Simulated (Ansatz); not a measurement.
Zn₃P₄W:
```xyz
16
Lattice="7.7009 0.0000 0.0000 0.0000 6.6639 0.0000 0.0000 0.0000 6.3650" Properties=species:S:1:pos:R:3 pbc="T T T"
Zn     1.9362     5.5310     4.6773
Zn     1.9142     1.1328     1.4948
Zn     5.7646     5.5310     4.6773
Zn     5.7867     1.1328     1.4948
Zn     0.0000     2.2750     4.6560
Zn     3.8504     4.3888     1.4735
W      0.0000     4.4719     1.4425
W      3.8504     2.1919     4.6251
P      5.8038     5.5461     0.6963
P      5.7475     1.1177     3.8788
P      1.8971     5.5461     0.6963
P      1.9534     1.1177     3.8788
P      0.0000     2.3118     0.6835
P      3.8504     4.3521     3.8661
P      0.0000     4.4893     3.7253
P      3.8504     2.1745     0.5428
```

Relaxed with r²SCAN.

Question: Map the electron localisation function on the plane through (0.000, 0.341, 0.731) spanned by u = [0, 1, 0] and v = [0, 0, 1] in lattice vectors, from r²SCAN in the plane-wave PAW code Ansatz.

Answer: x is the fraction of u, y of v (the angle between them is 90°; rows are the nearest grid lines); atoms in the plane: Zn at (0.00, 0.00), W at (0.33, 0.50), P at (0.01, 0.38), P at (0.33, 0.85).
```
|0000124788888887642100000111120000|
|0001236999888998753100000111121000|
|0112269995001488875200000011112110|
|2222379982000168875200000011111222|
|1123578872000268765200000000111111|
|1113578886434688764200000000011111|
|0012468899989998764200000000000000|
|0001245677888776542100000000000000|
|0111223344454443321000000000000000|
|5554321246777642110000000001223445|
|6777531367667874110000000012356666|
|7888742577314886210000000023577877|
|4589974576213775211110000136889864|
|0159985467667763111110000147898620|
|0028986457888742111110000147898300|
|0016997422343211121110000147887300|
|1247887421111111111100000146888631|
|9999876421000011110000000024789999|
|9998764310000000000000000013578999|
|6666543100000000000000000012356666|
|2222211110010000000000000011222222|
|0111111222222221100000000011122110|
|0001123577777776421000000011221000|
|0000124788888887642100000111120000|
```
Scale: ten equal steps from -0.003 (start of '0') to 0.894 (end of '9'), in the order '0123456789'; x runs from 0.000 to 1.00, y from 0.000 (bottom) to 1.00 (top).

The density is the valence pseudo-density with augmentation charge, so density and ELF within about 1 Å of a nucleus are not all-electron values.

Space group Pmn2_1. The start of the workflow was typed in or built on a structure type; neither database checked (COD, Materials Project) lists it. Whether it is the stable phase at ambient conditions was not checked. The r²SCAN relaxation kept the symmetry of its start; whether a distortion lowers the energy is not shown. No spin polarisation was allowed. Spin–orbit coupling is left out wherever it is not named.

Potentials: the later of the program's two PAW sets.
